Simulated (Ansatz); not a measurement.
## Compressing Pb2O: a fit and a missing row

Pb2O, Pn-3m, a = 5.380 Å. The structure is a COD entry; whether it is the stable form wasn't checked. Ansatz: PBEsol, PAW, 420 eV, Γ-centred 8×8×8 mesh on 6 atoms, Gaussian smearing 0.10 eV; no spin polarisation. Symmetry fixes shape and atoms, so the cell is only scaled; pressure is positive in compression.

| V (Å³/atom) | P (GPa) |
| --- | --- |
| 22.839 | ? |
| 23.618 | 6.26 |
| 24.396 | 3.81 |
| 25.175 | 1.73 |
| 25.953 | -0.05 |
| 26.732 | -1.56 |
| 27.511 | -2.84 |
| 28.549 | -4.26 |

Problem. Take V0 = 25.953 Å³/atom, count pressures from its P0 = -0.05 GPa, fit the third-order Birch–Murnaghan form to the other rows, and predict the missing pressure.

Solution. With the Eulerian strain f = ½[(V0/V)^(2/3) − 1] and y = (P − P0)/[3f(1 + 2f)^(5/2)], the form is the line y = B0 + 1.5 B0 (B0′ − 4) f. Rows (f, y): 0.03243, 55.4; 0.02105, 55.1; 0.01025, 55.0; -0.00976, 54.2; -0.01906, 53.8; -0.03079, 53.4. Means f = 0.0006867, y = 54.483; Σ(Δf)² = 0.003004, ΣΔfΔy = 0.09715; the slope is their ratio. y = 54.46 + 32.34 f GPa, so B0 = 54.5 GPa and B0′ = 4 + 2 × (32.34)/(3 × 54.46) = 4.40. At V = 22.839, f = 0.04447, y = 55.90 and P = 9.18 GPa. The run gave 9.15 GPa, so the fit is 0.03 GPa too high, a small miss on the scale of the series.

Spin–orbit coupling is left out, which can shift energies with elements as heavy as these.